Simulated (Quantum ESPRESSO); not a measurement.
## Mg2GaFS3 (input and log of a self-consistent run)

A calculation, not a measurement. The program is pw.x of Quantum ESPRESSO 7.5 (plane-wave density functional theory). The cell is made up: 7 atoms on a zincblende/diamond lattice with one site empty, with randomly drawn elements, strain and displacements, not relaxed. PseudoDojo standard norm-conserving files (v0.5 for PBE, v0.4.1 for LDA and PBEsol) set the functional; there is no spin polarisation, spin-orbit coupling or dispersion term, and the masses in the input are unused placeholders.

Input:

```
&control calculation='scf', pseudo_dir='./dojo.nc.sr.pbe.v0_5.standard.upf', outdir='./o', disk_io='medium', tprnfor=.true., tstress=.true. /
&system ibrav=0, nat=7, ntyp=4, nbnd=35, ecutwfc=105.61755193, nosym=.true., tot_charge=0,
 occupations='smearing', smearing='fd', degauss=0.0018374661
/
&electrons conv_thr=7.350e-09, electron_maxstep=60, /
ATOMIC_SPECIES
F 1.0 F.upf
Ga 1.0 Ga.upf
Mg 1.0 Mg.upf
S 1.0 S.upf
CELL_PARAMETERS angstrom
5.2017 -0.0302 -0.0046
-0.0302 5.058 0.1021
-0.0046 0.1021 5.1869
ATOMIC_POSITIONS angstrom
Mg -0.0685 2.5271 2.6124
Mg 2.4433 -0.0627 2.5524
Ga 2.5142 2.5832 0.1818
F 1.2686 1.2364 1.3474
S 1.2438 3.8808 4.0051
S 3.9723 1.2774 3.8751
S 3.8758 3.836 1.431
K_POINTS automatic
6 6 6 1 1 1
```

The log is shortened where brackets say so; the opening notice, blank lines, dates and the lines on written files are dropped, and the path of the files is cut. It prints rydbergs, bohrs and kilobars, and counts compression as positive stress. With no partly filled state, the Fermi energy that it prints is only some level between the filled and the empty states on the mesh, and need not lie in the true gap.

```
     Program PWSCF v.7.5
     Parallel version (MPI & OpenMP), running on       1 processor cores
     Number of MPI processes:                 1
     Threads/MPI process:                     1
     [start-up lines left out]
     bravais-lattice index     =            0
     lattice parameter (alat)  =       9.8300  a.u.
     unit-cell volume          =     920.5358 (a.u.)^3
     number of atoms/cell      =            7
     number of atomic types    =            4
     number of electrons       =        58.00
     number of Kohn-Sham states=           35
     kinetic-energy cutoff     =     105.6176  Ry
     charge density cutoff     =     422.4702  Ry
     scf convergence threshold =      7.3E-09
     mixing beta               =       0.7000
     number of iterations used =            8  plain     mixing
     Exchange-correlation= PBE
                           (   1   4   3   4   0   0   0)
     [axes and pseudopotential details left out]
   Cartesian axes
     site n.     atom                  positions (alat units)
         1        Mg     tau(   1) = (  -0.0131685   0.4858136   0.5022118  )
         2        Mg     tau(   2) = (   0.4697037  -0.0120535   0.4906773  )
         3        Ga     tau(   3) = (   0.4833336   0.4965983   0.0349495  )
         4        F      tau(   4) = (   0.2438776   0.2376874   0.2590262  )
         5        S      tau(   5) = (   0.2391100   0.7460509   0.7699465  )
         6        S      tau(   6) = (   0.7636410   0.2455693   0.7449551  )
         7        S      tau(   7) = (   0.7450897   0.7374385   0.2750976  )
     number of k points=   108  Fermi-Dirac smearing, width (Ry)=  0.0018
     Number of k-points >= 100: set verbosity='high' to print them.
     Dense  grid:   134983 G-vectors     FFT dimensions: (  72,  64,  72)
     Estimated max dynamical RAM per process >     169.20 MB
     Initial potential from superposition of free atoms
     starting charge      57.9956, renormalised to      58.0000
     Starting wfcs are   35 randomized atomic wfcs
     total cpu time spent up to now is       29.3 secs
     per-process dynamical memory:   125.5 Mb
     Self-consistent Calculation
     iteration #  1     ecut=   105.62 Ry     beta= 0.70
     Davidson diagonalization with overlap
     ethr =  1.00E-02,  avg # of iterations =  5.7
     total cpu time spent up to now is      140.7 secs
     total energy              =    -506.01791586 Ry
     estimated scf accuracy    <       0.61901897 Ry
     iteration #  2     ecut=   105.62 Ry     beta= 0.70
     Davidson diagonalization with overlap
     ethr =  1.07E-03,  avg # of iterations =  2.2
     total cpu time spent up to now is      234.0 secs
     total energy              =    -506.16275727 Ry
     estimated scf accuracy    <       0.39190273 Ry
     iteration #  3     ecut=   105.62 Ry     beta= 0.70
     Davidson diagonalization with overlap
     ethr =  6.76E-04,  avg # of iterations =  2.1
     total cpu time spent up to now is      305.4 secs
     total energy              =    -506.25186198 Ry
     estimated scf accuracy    <       0.01960622 Ry
     iteration #  4     ecut=   105.62 Ry     beta= 0.70
     Davidson diagonalization with overlap
     ethr =  3.38E-05,  avg # of iterations =  7.5
     total cpu time spent up to now is      396.0 secs
     total energy              =    -506.25612539 Ry
     estimated scf accuracy    <       0.00155437 Ry
     iteration #  5     ecut=   105.62 Ry     beta= 0.70
     Davidson diagonalization with overlap
     ethr =  2.68E-06,  avg # of iterations =  5.2
     total cpu time spent up to now is      485.4 secs
     total energy              =    -506.25637193 Ry
     estimated scf accuracy    <       0.00035187 Ry
     iteration #  6     ecut=   105.62 Ry     beta= 0.70
     Davidson diagonalization with overlap
     ethr =  6.07E-07,  avg # of iterations =  2.0
     total cpu time spent up to now is      559.0 secs
     total energy              =    -506.25645326 Ry
     estimated scf accuracy    <       0.00002621 Ry
     iteration #  7     ecut=   105.62 Ry     beta= 0.70
     Davidson diagonalization with overlap
     ethr =  4.52E-08,  avg # of iterations =  2.0
     total cpu time spent up to now is      630.0 secs
     total energy              =    -506.25645967 Ry
     estimated scf accuracy    <       0.00000161 Ry
     iteration #  8     ecut=   105.62 Ry     beta= 0.70
     Davidson diagonalization with overlap
     ethr =  2.78E-09,  avg # of iterations =  2.2
     total cpu time spent up to now is      711.3 secs
     total energy              =    -506.25646019 Ry
     estimated scf accuracy    <       0.00000017 Ry
     iteration #  9     ecut=   105.62 Ry     beta= 0.70
     Davidson diagonalization with overlap
     ethr =  2.86E-10,  avg # of iterations =  3.1
     total cpu time spent up to now is      794.9 secs
     total energy              =    -506.25646024 Ry
     estimated scf accuracy    <       0.00000004 Ry
     iteration # 10     ecut=   105.62 Ry     beta= 0.70
     Davidson diagonalization with overlap
     ethr =  6.23E-11,  avg # of iterations =  2.0
     total cpu time spent up to now is      877.6 secs
     End of self-consistent calculation
     Number of k-points >= 100: set verbosity='high' to print the bands.
     the Fermi energy is     5.6543 ev
!    total energy              =    -506.25646025 Ry
     estimated scf accuracy    <          1.8E-09 Ry
     smearing contrib. (-TS)   =      -0.00000000 Ry
     internal energy E=F+TS    =    -506.25646025 Ry
     The total energy is F=E-TS. E is the sum of the following terms:
     one-electron contribution =    -324.19214481 Ry
     hartree contribution      =     180.68799290 Ry
     xc contribution           =    -103.96755667 Ry
     ewald contribution        =    -258.78475166 Ry
     convergence has been achieved in  10 iterations
     Forces acting on atoms (cartesian axes, Ry/au):
     atom    1 type  3   force =     0.09505545   -0.01125015   -0.03730895
     atom    2 type  3   force =     0.03573809    0.11157908   -0.04508484
     atom    3 type  2   force =     0.04812519   -0.03675880   -0.05021581
     atom    4 type  1   force =     0.02309261    0.02931813    0.01568530
     atom    5 type  4   force =    -0.08292240   -0.05019834    0.09844319
     atom    6 type  4   force =    -0.10168653   -0.06234514    0.11424233
     atom    7 type  4   force =    -0.01740240    0.01965522   -0.09576122
     Total force =     0.300610     Total SCF correction =     0.000094
     Computing stress (Cartesian axis) and pressure
          total   stress  (Ry/bohr**3)                   (kbar)     P=       98.45
   0.00065969   0.00024140  -0.00019294           97.04       35.51      -28.38
   0.00024140   0.00072845  -0.00049330           35.51      107.16      -72.57
  -0.00019294  -0.00049330   0.00061967          -28.38      -72.57       91.16
     init_run     :     25.61s CPU     29.18s WALL (       1 calls)
     electrons    :    768.89s CPU    848.36s WALL (       1 calls)
     forces       :      8.19s CPU      8.27s WALL (       1 calls)
     stress       :     40.08s CPU     40.27s WALL (       1 calls)
     [timing details left out]
     PWSCF        :  14m 3.09s CPU  15m28.24s WALL
     JOB DONE.
```

In other units: free energy -6887.970 eV for the cell, pressure 9.85 GPa, largest force component 2.937 eV/Å. This run is the check on a run of the same cell at 1143 eV and a 4 x 4 x 4 mesh: rerunning at 1437 eV and a 6 x 6 x 6 mesh moved values by no more than 0.003 eV in energy, 0.02 GPa in stress and 0.006 eV/Å in force.